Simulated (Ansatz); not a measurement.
A distorted cell of WS2 (2H-MoS2 type, space group P6_3/mmc):

```yaml
crystal:
  lattice:
    - [3.18293, 0.00000, 0.00000]
    - [-1.59146, 2.75649, 0.00000]
    - [0.00000, 0.00000, 12.54280]
  atoms:
    - { symbol: W, position: [0.33333, 0.66667, 0.25000] }
    - { symbol: W, position: [0.66667, 0.33333, 0.75000] }
    - { symbol: S, position: [0.33333, 0.66667, 0.62570] }
    - { symbol: S, position: [0.66667, 0.33333, 0.12570] }
    - { symbol: S, position: [0.66667, 0.33333, 0.37430] }
    - { symbol: S, position: [0.33333, 0.66667, 0.87430] }
```

Computed with r2SCAN+rVV10 (plane waves to 500 eV, PAW, scalar-relativistic; Ansatz, a quantum-chemistry and plane-wave program). k mesh 12×12×3 (Γ-centred), Fermi-Dirac smearing 0.05 eV. Energies are smeared free energies. Compression counts positive. Spin-orbit coupling is left out, though W is heavy. The PAW data are Ansatz's earlier set. WS2 is run without spin polarisation. WS2 was relaxed with its symmetry unable to fall.

Problem. Give the stress tensor in GPa and the pressure.

Solution. 
```
  -1.27     0.00     0.00
   0.00    -1.27     0.00
   0.00     0.00    -0.25
```
The pressure, a third of the trace, is -0.93 GPa.

Problem. It is the relaxed cell scaled evenly to V/V₀ = 1.012, atoms relaxed where free. What is its energy relative to the relaxed cell?

Solution. 0.6 meV/atom.

(A scan under strain: stresses follow from slopes of the energy per volume, elastic moduli from its curvatures.)
